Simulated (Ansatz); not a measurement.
Here is the system:

TaTe:
```
CELL_PARAMETERS angstrom
      3.40459     0.00000     0.00000
      0.00000     3.40459     0.00000
      0.00000     0.00000     3.40459
ATOMIC_POSITIONS crystal
  Ta 0.00000 0.00000 0.00000
  Te 0.50000 0.50000 0.50000
```

This is the r²SCAN-relaxed structure.

**Question.** All from DFT-r²SCAN in the program Ansatz with PAW potentials, unless another level is named. Estimate the electronic character.

**Answer.** metallic (no gap).

**Question.** Give the formation energy from the elements (no fitted shifts).

**Answer.** 0.22 eV/atom.

**Question.** Next, the density of states at the Fermi level?

**Answer.** 1.1 states/eV per atom (mean over ±0.08 eV).

**Question.** And the gap with spin–orbit coupling?

**Answer.** none (metallic).

Space group Pm-3m (CsCl type). The start of the workflow was typed in or built on a structure type; neither database checked (COD, Materials Project) lists it. Whether it is the stable phase at ambient conditions was not checked. Symmetry was held in the r²SCAN relaxation; whether a distortion lowers the energy is not shown. The run is not spin-polarised. Its formation energy is positive at this level, so the cell may be metastable or incomplete. With an odd number of electrons in the cell and no spin polarisation, the count alone makes it a metal. The references are the lowest solids computed at this level, not always the standard phases. Scalar-relativistic: spin–orbit coupling is off unless named, which matters more the heavier the elements.

Potentials: the earlier of the program's two PAW sets.
